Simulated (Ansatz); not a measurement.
## Notes on TlOsO3

```
Os O Tl
1.0
     3.99484    0.00000    0.00000
     0.00000    3.99484    0.00000
     0.00000    0.00000    3.99484
Os O Tl
1 3 1
Direct
  0.00000 0.00000 0.00000
  0.50000 0.00000 0.00000
  0.00000 0.50000 0.00000
  0.00000 0.00000 0.50000
  0.50000 0.50000 0.50000
```

Method: r2SCAN, collinear spin; PAW, plane waves to 500 eV, 5×5×5 Γ-centred mesh, fermi-dirac occupations (width 0.0201 eV) (Ansatz 0.2.0), atoms fixed.

Magnetic state (reached from a saved solution, and it need not be the lowest): Os1 up.

Q: Is it stable against the elements?

A: -0.86 eV an atom against the elements' usual phases (free molecules for gases, crystals otherwise, with no correction for O₂ or N₂), so it is bound against them; other compounds may still compete. Relaxing would lower it.

Q: What do density and ELF say about some of the short contacts?

A: Os–O at 2.00 Å: least valence density 0.81 e/Å³ and ELF 0.21 there. Tl–O at 2.82 Å: least valence density 0.15 e/Å³ and ELF 0.08 there. Both are smooth PAW fields, read partly inside the augmentation spheres.

Q: Give the Bader charges.

A: Bader charges in e: Tl +0.91, Os +2.21, O -1.04. In the mean Os gives up most and O takes most.

Q: Is the cell too large or too small?

A: The pressure is -6.9 GPa (compression positive), so with the atoms held at these fractions the cell would first shrink.

Q: Metal or insulator?

A: It is a metal, with about 2.8 states/eV a cell as the mean within 0.25 eV of the Fermi level, mostly Os d (54 %) and O p (40 %).

Origin: a known structure type with other elements, at an estimated volume, so it need not be a known compound. Caveats: the k mesh is coarse if the cell is a metal.
